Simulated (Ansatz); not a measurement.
MgTiNO:
```cif
data_MgNOTi
_chemical_formula_sum 'Ti1 N1 Mg1 O1'
_space_group_name_H-M_alt 'P4/mmm'
_space_group_IT_number 123
_space_group_name_Hall '-P 4 2'
_cell_length_a 2.96633
_cell_length_b 2.96633
_cell_length_c 4.33288
_cell_angle_alpha 90.000
_cell_angle_beta 90.000
_cell_angle_gamma 90.000
loop_
_atom_site_label
_atom_site_type_symbol
_atom_site_symmetry_multiplicity
_atom_site_Wyckoff_symbol
_atom_site_fract_x
_atom_site_fract_y
_atom_site_fract_z
_atom_site_occupancy
Ti1 Ti 1 a 0.00000 0.00000 0.00000 1
N1 N 1 c 0.50000 0.50000 0.00000 1
Mg1 Mg 1 d 0.50000 0.50000 0.50000 1
O1 O 1 b 0.00000 0.00000 0.50000 1
```
The run is spin-polarised, in the one order tried: ferromagnetic.

Relaxed at zero pressure with r²SCAN in the plane-wave PAW code Ansatz.

Problem. The volume is raised by 6 % and shape and atoms relax at that volume. What pressure results, and how do the axes share the change?

Solution. -10.9 GPa; a 1.5 %, b 1.5 %, c 3.0 %; the energy rises by 21 meV/atom.

Problem. Give the new structure.

Solution. 
Space group P4/mmm (No. 123); a = b = 3.0097 Å, c = 4.4615 Å, α = β = γ = 90.00°

| atom | site | symmetry | x | y | z |
|---|---|---|---|---|---|
| Ti | 1a | 4/mmm | 0.0000 | 0.0000 | 0.0000 |
| N | 1c | 4/mmm | 0.5000 | 0.5000 | 0.0000 |
| Mg | 1d | 4/mmm | 0.5000 | 0.5000 | 0.5000 |
| O | 1b | 4/mmm | 0.0000 | 0.0000 | 0.5000 |

The phase is kept; no other phase was compared at this pressure.

The start of the workflow was typed in or built on a structure type; neither database checked (COD, Materials Project) lists it. Its standing as an ambient phase is unchecked. The r²SCAN relaxation kept the symmetry of its start; its stability against distortions is not shown here. Spin order of the final state: ferromagnetic, the only order run, not a proven ground state. The cell computed holds one magnetic atom, so no antiferromagnetic order was within reach. Other orbital occupations within this spin state were not tried. No Hubbard U is applied.

Potentials: the earlier of the program's two PAW sets.
